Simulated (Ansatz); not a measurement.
Ni (fcc (Cu type)), relaxed with PBEsol (Ansatz, an electronic-structure program, plane waves, PAW): a = b = c = 3.464 Å, α = β = γ = 90.00°.

B₀ by P(V) fit (GPa): 231
K_Hill (GPa): 230
G_Hill (GPa): 108
Θ_D (K): 518
spin order and moments (μB): ferromagnetic; net 0.63 per atom; largest site about 0.7

### Question
The same phase is relaxed and computed with r²SCAN in the same code. What are the cell and these values now?

### Answer
a = b = c = 3.4804 Å, α = β = γ = 90.00°.

- B₀ by P(V) fit (GPa): 216
- K_Hill (GPa): 218
- G_Hill (GPa): 107
- Θ_D (K): 515
- spin order and moments (μB): ferromagnetic; net 0.75 per atom; largest site about 0.8

Spin orders computed, not proven ground states: Ni, fcc (Cu type) with PBEsol ferromagnetic; Ni, fcc (Cu type) with r²SCAN ferromagnetic. All cells were relaxed under the symmetry of their starts (and spin orders); stability against distortions was not tested throughout.

Potentials: the earlier of the program's two PAW sets.

Ansatz is a plane-wave DFT program.
